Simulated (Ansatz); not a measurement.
Rb$_{2}$LiInCl$_{6}$:
```
CELL_PARAMETERS angstrom
      0.00000     5.04578     5.04578
      5.04578     0.00000     5.04578
      5.04578     5.04578     0.00000
ATOMIC_POSITIONS crystal
  Rb 0.75000 0.75000 0.75000
  Rb 0.25000 0.25000 0.25000
  Li 0.50000 0.50000 0.50000
  In 0.00000 0.00000 0.00000
  Cl 0.75126 0.24874 0.24874
  Cl 0.24874 0.75126 0.75126
  Cl 0.24874 0.75126 0.24874
  Cl 0.75126 0.24874 0.75126
  Cl 0.24874 0.24874 0.75126
  Cl 0.75126 0.75126 0.24874
```

Relaxed with PBEsol. Special points in fractions of this cell's reciprocal vectors: Γ (0.000, 0.000, 0.000); X (0.500, 0.000, 0.500); U (0.625, 0.250, 0.625); K (0.375, 0.375, 0.750); L (0.500, 0.500, 0.500); W (0.500, 0.250, 0.750).

Q: List the band energies nearest the valence-band maximum at these points for plane-wave PAW PBEsol (Ansatz code).

A: In eV from the valence-band maximum; about four levels below and three above (degenerate sets whole), none deeper than 8.9 eV; points with the same levels are listed once.

```tsv
k	below	above
Γ	-0.43 -0.43 -0.43 0.00 0.00 0.00	2.89 5.56 6.19 6.19 6.19
X	-0.62 -0.62 -0.54 -0.02	4.30 7.30 7.30
U	-0.63 -0.58 -0.52 -0.15	4.19 7.17 7.63
L	-0.41 -0.41 -0.34 -0.26 -0.26	3.71 6.39 7.09
W	-0.67 -0.54 -0.33 -0.33	4.23 7.51 7.70 7.70
```

Space group Fm-3m. The workflow started from a Materials Project entry (that database holds measured and hypothetical structures alike); the Crystallography Open Database copy checked does not list it. Whether it is the stable phase at ambient conditions was not checked. The PBEsol relaxation kept the symmetry of its start; its stability against distortions is not shown here. Scalar-relativistic: spin–orbit coupling is off unless named, which matters more the heavier the elements.

Potentials: the later of the program's two PAW sets.
